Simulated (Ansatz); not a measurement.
Relaxed Ge (diamond):

```xyz
2
Lattice="0.0000 2.8372 2.8372 2.8372 0.0000 2.8372 2.8372 2.8372 0.0000" Properties=species:S:1:pos:R:3 pbc="T T T"
Ge     2.8372     2.8372     2.8372
Ge     4.2558     4.2558     4.2558
```

In each cell atom 2 (Ge, nearest neighbour Ge at 2.457 Å; its periodic images, 4.0 Å or more away, move with it) moves by s·(0.000, 0.000, 1.000) (along Cartesian z), the rest being held.

Method: r2SCAN (plane waves to 500 eV, PAW, scalar-relativistic; Ansatz, a program for electronic structure). k mesh 8×8×8 (Γ-centred), Fermi-Dirac smearing 0.05 eV. The energy includes the smearing's −TS. As the smearing reaches across the gap at some points, energies and forces of such displacements shift with the k mesh and the smearing. Ge was relaxed with its symmetry unable to fall. ΔE is measured from the undisplaced structure.

Successive frames, forces in eV/Å:

```csv
frame,ΔE (eV/cell),F on Ge1,F on Ge2
s = 0.000 Å,0.000,"(0.000, 0.000, 0.000)","(0.000, 0.000, 0.000)"
s = 0.148 Å,0.125,"(0.000, 0.000, 1.656)","(0.000, 0.000, -1.656)"
s = 0.296 Å,0.476,"(0.000, 0.000, 3.039)","(0.000, 0.000, -3.039)"
s = 0.444 Å,1.010,"(0.000, 0.000, 4.093)","(0.000, 0.000, -4.093)"
```

Q: What are the energy and the forces in the next frame, s = 0.592 Å?

A: ΔE (eV/cell) = 1.659.

```json
[
 {"atom": "Ge1", "Fx": "0.000", "Fy": "0.000", "Fz": "4.637"},
 {"atom": "Ge2", "Fx": "0.000", "Fy": "0.000", "Fz": "-4.637"}
]
```

(A displaced cell: forces are minus the slopes of the energy, force constants its curvatures, and phonons follow from these.)
